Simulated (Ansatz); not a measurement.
ScAl:
```
ScAl
1.0
    1.64179    -5.51472     0.00000
    1.64179     5.51472     0.00000
    0.00000     0.00000     4.33828
Sc Al
2 2
Cartesian
  1.64179  -3.71701   3.25371
  1.64179   3.71701   1.08457
  1.64179  -0.76655   3.25371
  1.64179   0.76655   1.08457
```

Relaxed with PBEsol. Special points in fractions of this cell's reciprocal vectors: Γ (0.000, 0.000, 0.000); Y (-0.500, 0.500, 0.000); C0 (-0.272, 0.728, 0.000); Σ0 (0.272, 0.272, 0.000); Z (0.000, 0.000, 0.500); A0 (0.272, 0.272, 0.500); E0 (-0.272, 0.728, 0.500); T (-0.500, 0.500, 0.500); S (0.000, 0.500, 0.000); R (0.000, 0.500, 0.500).

Task: List the band energies nearest the Fermi level at these points for DFT-PBEsol in the program Ansatz with PAW potentials.

Result: In eV from the Fermi level; about four levels below and three above (degenerate sets whole), none deeper than 8.9 eV; points with the same levels are listed once.

```csv
k,below,above
Γ,-4.16 -2.48 -1.42 -1.07,0.69 1.02 1.62
Y,-1.63 -1.57 -0.44 -0.37,1.02 1.98 1.99
C0,-1.20 -1.11 -0.18 -0.08,0.48 0.97 1.59
Z,-1.78 -1.78 -1.17 -1.17,1.55 1.55 1.77 1.77
A0,-2.21 -2.21 -1.46 -1.46,0.00 0.00 2.26 2.26
T,-5.97 -5.97 -3.47 -3.47,0.38 0.38 1.55 1.55
S,-1.86 -1.15 -0.25 -0.03,0.13 1.31 1.62
R,-2.14 -2.14 -1.48 -1.48,0.00 0.00 2.29 2.29
```

Space group Cmcm. The workflow started from a Materials Project entry (that database holds measured and hypothetical structures alike); the Crystallography Open Database copy checked does not list it. Its standing as an ambient phase is unchecked. The PBEsol relaxation kept the symmetry of its start; whether a distortion lowers the energy is not shown. The run is not spin-polarised.

Potentials: the later of the program's two PAW sets.
